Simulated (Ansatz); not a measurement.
AlP:
```xyz
4
Lattice="3.8667 0.0000 0.0000 -1.9333 3.3486 0.0000 0.0000 0.0000 6.3427" Properties=species:S:1:pos:R:3 pbc="T T T"
Al     1.9333     1.1162     0.0007
Al     0.0000     2.2324     3.1721
P      1.9333     1.1162     3.9647
P      0.0000     2.2324     0.7934
```

Relaxed with HSE06.

Question: Give the Bader charges and basin volumes of the independent atoms, HSE06 (plane waves, PAW; program Ansatz).

Answer: 

```tsv
atom	Bader charge (e)	Bader volume (Å³)
Al1	+2.16	6.5
P3	-2.16	34.6
```

Space group P6_3mc (wurtzite). The cell is a constructed one: a structure type filled with these elements; the Crystallography Open Database copy checked does not list it. It is not the phase usual at ambient conditions (space group No. 216). The HSE06 relaxation kept the symmetry of its start; its stability against distortions is not shown here.

Potentials: the later of the program's two PAW sets.
